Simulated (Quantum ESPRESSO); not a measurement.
Si2PAlC4, one run as intended and one with a planted mistake

Simulated, not a measurement. The program is pw.x of Quantum ESPRESSO 7.5 (plane-wave density functional theory). The cell is made up: 8 atoms on a zincblende/diamond lattice, with randomly drawn elements, strain and displacements, not relaxed. PseudoDojo standard norm-conserving files (v0.5 for PBE, v0.4.1 for LDA and PBEsol) set the functional; there is no spin polarisation, spin-orbit coupling or dispersion term, and the masses in the input are unused placeholders.

Intended input:

```
&control calculation='scf', pseudo_dir='./dojo.nc.sr.pbe.v0_5.standard.upf', outdir='./o', disk_io='medium', tprnfor=.true., tstress=.true. /
&system ibrav=0, nat=8, ntyp=4, nbnd=22, ecutwfc=82.02448710, nosym=.true., tot_charge=0,
 occupations='smearing', smearing='fd', degauss=0.0018374661
/
&electrons conv_thr=7.350e-09, electron_maxstep=60, /
ATOMIC_SPECIES
Al 1.0 Al.upf
C 1.0 C.upf
P 1.0 P.upf
Si 1.0 Si.upf
CELL_PARAMETERS angstrom
4.3686 0.0513 -0.0769
0.0513 4.3615 -0.0118
-0.0769 -0.0118 4.3418
ATOMIC_POSITIONS angstrom
Si -0.0507 0.0858 0.0532
P 0.0061 2.208 2.182
Al 2.1495 0.0627 2.202
Si 2.2609 2.1771 -0.0269
C 1.1538 1.0666 1.0247
C 1.0334 3.3275 3.2215
C 3.2618 1.1812 3.2152
C 3.3159 3.3774 1.0221
K_POINTS automatic
4 4 4 1 1 1
```

The log is shortened where brackets say so; the opening notice, blank lines, dates and the lines on written files are dropped, and the path of the files is cut. It prints rydbergs, bohrs and kilobars, and counts compression as positive stress.

Log of the intended run:

```
     Program PWSCF v.7.5
     Parallel version (MPI & OpenMP), running on       1 processor cores
     Number of MPI processes:                 1
     Threads/MPI process:                     1
     [start-up lines left out]
     bravais-lattice index     =            0
     lattice parameter (alat)  =       8.2573  a.u.
     unit-cell volume          =     558.0157 (a.u.)^3
     number of atoms/cell      =            8
     number of atomic types    =            4
     number of electrons       =        32.00
     number of Kohn-Sham states=           22
     kinetic-energy cutoff     =      82.0245  Ry
     charge density cutoff     =     328.0979  Ry
     scf convergence threshold =      7.3E-09
     mixing beta               =       0.7000
     number of iterations used =            8  plain     mixing
     Exchange-correlation= PBE
                           (   1   4   3   4   0   0   0)
     [axes and pseudopotential details left out]
   Cartesian axes
     site n.     atom                  positions (alat units)
         1        Si     tau(   1) = (  -0.0116030   0.0196358   0.0121751  )
         2        P      tau(   2) = (   0.0013960   0.5053120   0.4993617  )
         3        Al     tau(   3) = (   0.4919239   0.0143492   0.5039388  )
         4        Si     tau(   4) = (   0.5174184   0.4982403  -0.0061562  )
         5        C      tau(   5) = (   0.2640530   0.2440968   0.2345078  )
         6        C      tau(   6) = (   0.2364988   0.7615152   0.7372566  )
         7        C      tau(   7) = (   0.7464794   0.2703236   0.7358148  )
         8        C      tau(   8) = (   0.7588605   0.7729351   0.2339128  )
     number of k points=    32  Fermi-Dirac smearing, width (Ry)=  0.0018
                       cart. coord. in units 2pi/alat
        k(    1) = (   0.1258303   0.1240988   0.1283656), wk =   0.0625000
        k(    2) = (   0.1302532   0.1247277   0.3800451), wk =   0.0625000
     [further k points left out]
     Dense  grid:    55989 G-vectors     FFT dimensions: (  48,  48,  48)
     Estimated max dynamical RAM per process >      64.80 MB
     Initial potential from superposition of free atoms
     starting charge      31.9960, renormalised to      32.0000
     Starting wfcs are   32 randomized atomic wfcs
     total cpu time spent up to now is        5.2 secs
     per-process dynamical memory:    50.8 Mb
     Self-consistent Calculation
     iteration #  1     ecut=    82.02 Ry     beta= 0.70
     Davidson diagonalization with overlap
     ethr =  1.00E-02,  avg # of iterations =  3.5
     total cpu time spent up to now is       15.1 secs
     total energy              =     -82.82921940 Ry
     estimated scf accuracy    <       1.90215639 Ry
     iteration #  2     ecut=    82.02 Ry     beta= 0.70
     Davidson diagonalization with overlap
     ethr =  5.94E-03,  avg # of iterations =  2.0
     total cpu time spent up to now is       25.1 secs
     total energy              =     -83.37865297 Ry
     estimated scf accuracy    <       0.98397327 Ry
     [iterations 3 to 9 left out]
     iteration # 10     ecut=    82.02 Ry     beta= 0.70
     Davidson diagonalization with overlap
     ethr =  2.12E-09,  avg # of iterations =  2.0
     total cpu time spent up to now is       96.8 secs
     total energy              =     -83.56147598 Ry
     estimated scf accuracy    <       0.00000004 Ry
     iteration # 11     ecut=    82.02 Ry     beta= 0.70
     Davidson diagonalization with overlap
     ethr =  1.39E-10,  avg # of iterations =  3.3
     total cpu time spent up to now is      105.1 secs
     End of self-consistent calculation
     [lines on levels left out]
!    total energy              =     -83.56147599 Ry
     estimated scf accuracy    <          7.1E-09 Ry
     smearing contrib. (-TS)   =      -0.00000000 Ry
     internal energy E=F+TS    =     -83.56147599 Ry
     The total energy is F=E-TS. E is the sum of the following terms:
     one-electron contribution =      21.24008557 Ry
     hartree contribution      =       9.76910164 Ry
     xc contribution           =     -30.27862610 Ry
     ewald contribution        =     -84.29203710 Ry
     convergence has been achieved in  11 iterations
     Forces acting on atoms (cartesian axes, Ry/au):
     atom    1 type  4   force =     0.06092971   -0.07138259   -0.02949261
     atom    2 type  3   force =     0.01507073    0.02928081   -0.01318488
     atom    3 type  1   force =     0.00760328   -0.05143264   -0.00325539
     atom    4 type  4   force =    -0.05059355    0.08410843   -0.00251069
     atom    5 type  2   force =    -0.08580510    0.11401854    0.00726132
     atom    6 type  2   force =    -0.03519537   -0.07988507    0.04902144
     atom    7 type  2   force =     0.05378959    0.06504870   -0.01547419
     atom    8 type  2   force =     0.03420071   -0.08975617    0.00763501
     Total force =     0.265287     Total SCF correction =     0.000073
     Computing stress (Cartesian axis) and pressure
          total   stress  (Ry/bohr**3)                   (kbar)     P=       79.62
   0.00060737  -0.00025900   0.00060552           89.35      -38.10       89.07
  -0.00025900   0.00047037   0.00003573          -38.10       69.19        5.26
   0.00060552   0.00003573   0.00054591           89.07        5.26       80.31
     init_run     :      4.85s CPU      5.08s WALL (       1 calls)
     electrons    :     93.24s CPU     99.88s WALL (       1 calls)
     forces       :      1.67s CPU      1.72s WALL (       1 calls)
     stress       :      6.61s CPU      6.68s WALL (       1 calls)
     [timing details left out]
     PWSCF        :   1m46.55s CPU   1m53.62s WALL
     JOB DONE.
```

A second run has one planted mistake: the plane-wave cutoff is too low. The input lines that differ, file-writing options aside:

```
- &system ibrav=0, nat=8, ntyp=4, nbnd=22, ecutwfc=82.02448710, nosym=.true., tot_charge=0,
+ &system ibrav=0, nat=8, ntyp=4, nbnd=22, ecutwfc=48.65610256, nosym=.true., tot_charge=0,
```

Its log:

```
     Program PWSCF v.7.5
     Parallel version (MPI & OpenMP), running on       1 processor cores
     Number of MPI processes:                 1
     Threads/MPI process:                     1
     [start-up lines left out]
     bravais-lattice index     =            0
     lattice parameter (alat)  =       8.2573  a.u.
     unit-cell volume          =     558.0157 (a.u.)^3
     number of atoms/cell      =            8
     number of atomic types    =            4
     number of electrons       =        32.00
     number of Kohn-Sham states=           22
     kinetic-energy cutoff     =      48.6561  Ry
     charge density cutoff     =     194.6244  Ry
     scf convergence threshold =      7.3E-09
     mixing beta               =       0.7000
     number of iterations used =            8  plain     mixing
     Exchange-correlation= PBE
                           (   1   4   3   4   0   0   0)
     [axes and pseudopotential details left out]
   Cartesian axes
     site n.     atom                  positions (alat units)
         1        Si     tau(   1) = (  -0.0116030   0.0196358   0.0121751  )
         2        P      tau(   2) = (   0.0013960   0.5053120   0.4993617  )
         3        Al     tau(   3) = (   0.4919239   0.0143492   0.5039388  )
         4        Si     tau(   4) = (   0.5174184   0.4982403  -0.0061562  )
         5        C      tau(   5) = (   0.2640530   0.2440968   0.2345078  )
         6        C      tau(   6) = (   0.2364988   0.7615152   0.7372566  )
         7        C      tau(   7) = (   0.7464794   0.2703236   0.7358148  )
         8        C      tau(   8) = (   0.7588605   0.7729351   0.2339128  )
     number of k points=    32  Fermi-Dirac smearing, width (Ry)=  0.0018
                       cart. coord. in units 2pi/alat
        k(    1) = (   0.1258303   0.1240988   0.1283656), wk =   0.0625000
        k(    2) = (   0.1302532   0.1247277   0.3800451), wk =   0.0625000
     [further k points left out]
     Dense  grid:    25605 G-vectors     FFT dimensions: (  40,  40,  40)
     Estimated max dynamical RAM per process >      32.43 MB
     Initial potential from superposition of free atoms
     starting charge      31.9960, renormalised to      32.0000
     Starting wfcs are   32 randomized atomic wfcs
     total cpu time spent up to now is        3.4 secs
     per-process dynamical memory:    29.4 Mb
     Self-consistent Calculation
     iteration #  1     ecut=    48.66 Ry     beta= 0.70
     Davidson diagonalization with overlap
     ethr =  1.00E-02,  avg # of iterations =  3.5
     total cpu time spent up to now is        9.3 secs
     total energy              =     -82.80670591 Ry
     estimated scf accuracy    <       1.82402065 Ry
     iteration #  2     ecut=    48.66 Ry     beta= 0.70
     Davidson diagonalization with overlap
     ethr =  5.70E-03,  avg # of iterations =  2.0
     total cpu time spent up to now is       14.6 secs
     total energy              =     -83.32673399 Ry
     estimated scf accuracy    <       0.92463378 Ry
     [iterations 3 to 10 left out]
     iteration # 11     ecut=    48.66 Ry     beta= 0.70
     Davidson diagonalization with overlap
     ethr =  8.30E-11,  avg # of iterations =  3.7
     total cpu time spent up to now is       50.1 secs
     total energy              =     -83.50035204 Ry
     estimated scf accuracy    <          9.6E-09 Ry
     iteration # 12     ecut=    48.66 Ry     beta= 0.70
     Davidson diagonalization with overlap
     ethr =  3.00E-11,  avg # of iterations =  2.0
     total cpu time spent up to now is       54.3 secs
     End of self-consistent calculation
     [lines on levels left out]
!    total energy              =     -83.50035204 Ry
     estimated scf accuracy    <          6.7E-10 Ry
     smearing contrib. (-TS)   =      -0.00000000 Ry
     internal energy E=F+TS    =     -83.50035204 Ry
     The total energy is F=E-TS. E is the sum of the following terms:
     one-electron contribution =      21.32279847 Ry
     hartree contribution      =       9.72242543 Ry
     xc contribution           =     -30.25353884 Ry
     ewald contribution        =     -84.29203711 Ry
     convergence has been achieved in  12 iterations
     Forces acting on atoms (cartesian axes, Ry/au):
     atom    1 type  4   force =     0.06092223   -0.07149069   -0.02947891
     atom    2 type  3   force =     0.01512948    0.02902499   -0.01334397
     atom    3 type  1   force =     0.00765883   -0.05146924   -0.00309124
     atom    4 type  4   force =    -0.05067567    0.08423694   -0.00248045
     atom    5 type  2   force =    -0.08550464    0.11415442    0.00774936
     atom    6 type  2   force =    -0.03445288   -0.07953830    0.04898791
     atom    7 type  2   force =     0.05340015    0.06467843   -0.01628401
     atom    8 type  2   force =     0.03352250   -0.08959655    0.00794132
     Total force =     0.264874     Total SCF correction =     0.000014
     Computing stress (Cartesian axis) and pressure
          total   stress  (Ry/bohr**3)                   (kbar)     P=       19.54
   0.00019938  -0.00025644   0.00060262           29.33      -37.72       88.65
  -0.00025644   0.00006308   0.00003501          -37.72        9.28        5.15
   0.00060262   0.00003501   0.00013609           88.65        5.15       20.02
     init_run     :      3.14s CPU      3.21s WALL (       1 calls)
     electrons    :     46.78s CPU     50.94s WALL (       1 calls)
     forces       :      0.96s CPU      0.99s WALL (       1 calls)
     stress       :      4.00s CPU      4.04s WALL (       1 calls)
     [timing details left out]
     PWSCF        :     55.09s CPU     59.50s WALL
     JOB DONE.
```

|  | intended run | run with the mistake |
| --- | --- | --- |
| free energy (eV) | -1136.912 | -1136.080 |
| smearing term -TS (eV) | 0.0000 | 0.0000 |
| pressure (GPa) | 7.96 | 1.95 |
| largest force component (eV/Å) | 2.932 | 2.935 |
| largest change of a force component (eV/Å) |  | 0.021 |
| iterations | 11 | 12 |

For scale, a rerun of the intended cell at 1347 eV and a 6 x 6 x 6 mesh moved values by no more than 0.007 eV in energy, 0.07 GPa in stress and 0.003 eV/Å in force.